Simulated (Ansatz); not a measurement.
## Strain and the gap of SnC3 (ordering on diamond)

SnC3, ordered on the diamond lattice (P-4m2) with 4 atoms a cell, relaxed with r2SCAN in the PAW code Ansatz. The symmetry is P-4m2 (No. 115, tetragonal); conventional cell a = 2.979 Å, c = 4.644 Å, 10.30 Å³ an atom. C is surrounded by 2 C at 1.71 Å and 2 Sn at 2.11 Å; C is surrounded by 4 C at 1.71 Å; Sn is surrounded by 4 C at 2.11 Å and 4 Sn at 2.98 Å.

The axes x, y and z are those of this cell:
```
C Sn
1.0
     2.97889    0.00000    0.00000
     0.00000    2.97889    0.00000
     0.00000    0.00000    4.64352
C Sn
3 1
Direct
  0.50000 0.00000 0.82036
  0.50000 0.50000 0.00000
  0.00000 0.50000 0.17964
  0.00000 0.00000 0.50000
```

Unstrained: PBE gives an indirect gap of 0.336 eV, from Γ to R; the least direct gap is 0.618 eV at Γ. r2SCAN gives an indirect gap of 0.398 eV, from Γ to R; the least direct gap is 0.766 eV at Γ. HSE06 gives an indirect gap of 1.133 eV, from Γ to R; the least direct gap is 1.518 eV at Γ. Meshes: PBE 8×8×6, r2SCAN 8×8×6, HSE06 6×6×4. Strains are changes of length per length. After each strain the atoms were relaxed again with r2SCAN within the symmetry that the strain leaves, so tilts or polar shifts that break it weren't tested; points keep the names that they have in the unstrained zone. No spin polarisation and no zero-point or thermal motion; the cell was built from a prototype and may be hypothetical.

Changes of the least gap in eV (an overlap counts as a negative gap):
```
                           strain  volume change (%)  space group     PBE  r2SCAN   HSE06  energy rise, r2SCAN (meV/atom)
         uniaxial +2.61 % along z               +2.6        P-4m2  -0.326  -0.334  -0.375                            11.0
isotropic +1.46 % on every length               +4.4        P-4m2  -0.157  -0.172  -0.177                            12.5
```

Uniaxial +2.61 % along z, other directions held. HSE06: the gap goes from 1.133 to 0.758 eV (-0.375 eV). Stress change with r2SCAN, compression positive: xx -2.78, yy -2.78, zz -12.79 GPa.

Isotropic +1.46 % on every length. HSE06: the gap goes from 1.133 to 0.956 eV (-0.177 eV). Stress change with r2SCAN, compression positive: xx -7.54, yy -7.54, zz -10.07 GPa. For HSE06, dE_g/d ln V = -4.1 eV over this step.

Spin-orbit coupling is left out, which matters wherever the heavy atoms make up the band edges.

The meshes of the hybrids are coarse, so their gaps aren't converged to the digits shown.
